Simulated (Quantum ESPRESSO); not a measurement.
# One change at a time to AgGa4Li2W

These are calculations, not measurements. They come from Quantum ESPRESSO 7.5, a public plane-wave density functional program. Each row is one single-point run on a made-up periodic cell of eight metal atoms, with elements, volume, strain and displacements drawn at random and not relaxed, so a cell may be unstable or far from any real phase. There is no spin polarisation or spin-orbit coupling.

Settings: PBE unless stated; PseudoDojo standard norm-conserving files; Fermi-Dirac width 0.25 eV, which means electrons at about 2900 K; cutoff 1116 eV; 5 x 5 x 5 k mesh shifted half a step off Gamma. E is the free energy of the whole cell (internal energy minus TS), so a -TS column is already part of it. Stress is positive in tension, and the pressure P is minus a third of its trace.

Checks: one run of this series was repeated at a higher cutoff and on a denser mesh, which moved values by no more than 0.002 eV, 0.11 GPa and 0.013 eV/Å, and a second program with other atomic files agreed on it to 2 % rms in force and 0.5 GPa in pressure. Known limits: heavy elements are run without spin-orbit coupling, which real alloys of them have; a spin test at this wide smearing found no moment, but such smearing suppresses magnetism that the real alloy may have.

The lattice is face-centred cubic, and the cell vectors in Å are (2.086, 4.171, 2.086); (0.000, 4.171, -4.171); (-4.171, 4.171, 0.000), a volume of 145.14 Å³ in run 1. The elements on sites 1 to 8 are Ga Ag W Li Ga Ga Li Ga. Each later run makes one change to run 1 and keeps the rest. E is counted from run 1, and is n/a where other atomic files have another zero of energy.

```
run                           change  V (Å³)  P (GPa)  -TS (eV)  rms force (eV/Å)  largest change of a force component (eV/Å)  E (eV)
  1                             none  145.14    -5.99    -0.862             0.401                                       0.000   0.000
  2          sites 2 and 7 exchanged  145.14    -6.17    -0.848             0.358                                       0.405   0.082
  3    all lengths scaled by -0.96 %  141.00    -4.53    -0.834             0.456                                       0.214  -0.135
  4              LDA in place of PBE  145.14   -11.40    -0.876             0.336                                       0.376     n/a
  5                     Nb on site 2  145.14    -8.65    -0.848             0.582                                       1.567     n/a
  6  site 3 moved by -0.17 Å along x  145.14    -5.46    -0.875             0.555                                       0.602       ?
```

## Worked estimate

Along the move dE = -F dx. The force on site 3 along x is 0.893 eV/Å in run 1 and 1.495 eV/Å in run 6, and the move is -0.17 Å, so the mean force times the move gives an estimate.

## Withheld value

Question: what E should run 6 give?

The estimate is 0.203 eV. The calculation gave 0.203 eV.
